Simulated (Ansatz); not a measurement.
BeS:
```cif
data_Be2S2
_chemical_formula_sum 'Be2 S2'
_space_group_name_H-M_alt 'P63/mmc'
_space_group_IT_number 194
_space_group_name_Hall '-P 6c 2c'
_cell_length_a 3.27126
_cell_length_b 3.27126
_cell_length_c 5.20688
_cell_angle_alpha 90.000
_cell_angle_beta 90.000
_cell_angle_gamma 120.000
loop_
_atom_site_label
_atom_site_type_symbol
_atom_site_symmetry_multiplicity
_atom_site_Wyckoff_symbol
_atom_site_fract_x
_atom_site_fract_y
_atom_site_fract_z
_atom_site_occupancy
Be1 Be 2 a 0.00000 0.00000 0.00000 1
S1 S 2 c 0.33333 0.66667 0.25000 1
```

Relaxed with PBEsol. PBEsol (plane waves, PAW; program Ansatz) gives a gap of 1.39 eV.

Problem. What gap does HSE06 give on the same cell (Ansatz, PAW)?

Solution. 2.24 eV, 0.85 eV more. The hybrid was solved on a coarser mesh and at special points; its gap is the smallest among all of these.

| k | v1 PBEsol | c1 PBEsol | v1 HSE06 | c1 HSE06 |
|---|---|---|---|---|
| Γ | 0.00 | 3.39 | ___ | ___ |
| A | -0.73 | 4.32 | ___ | ___ |
| K | -3.91 | 1.39 | -4.19 | 2.24 |
| H | -0.78 | 3.77 | -0.83 | 4.85 |
| M | -0.67 | 2.90 | ___ | ___ |
| L | -2.35 | 3.08 | ___ | ___ |

Problem. Top valence (v1) and lowest conduction level (c1) in eV from each method's valence maximum (which need not be a listed point): supply the withheld HSE06 values.

Solution. 
- Γ, v1 HSE06: 0.00
- Γ, c1 HSE06: 4.47
- A, v1 HSE06: -0.79
- A, c1 HSE06: 5.45
- M, v1 HSE06: -0.71
- M, c1 HSE06: 3.90
- L, v1 HSE06: -2.51
- L, c1 HSE06: 4.09

Cost on shared cores: the PBEsol run (SCF on a 10×10×6 mesh, then bands and DOS) about 15 core-seconds (a rough figure), the HSE06 run (SCF on 7×7×4, then a few points) very roughly 110 core-seconds; the tasks are unlike.

Space group P6_3/mmc (NiAs type). The cell is a constructed one: a structure type filled with these elements; neither database checked (COD, Materials Project) lists it. COD files the formula under space group No. 216, so this cell is another polymorph or a model. Its standing as an ambient phase is unchecked. The cell was relaxed with PBEsol under the symmetry of its start; whether a distortion lowers the energy is not shown.

Potentials: the later of the program's two PAW sets.
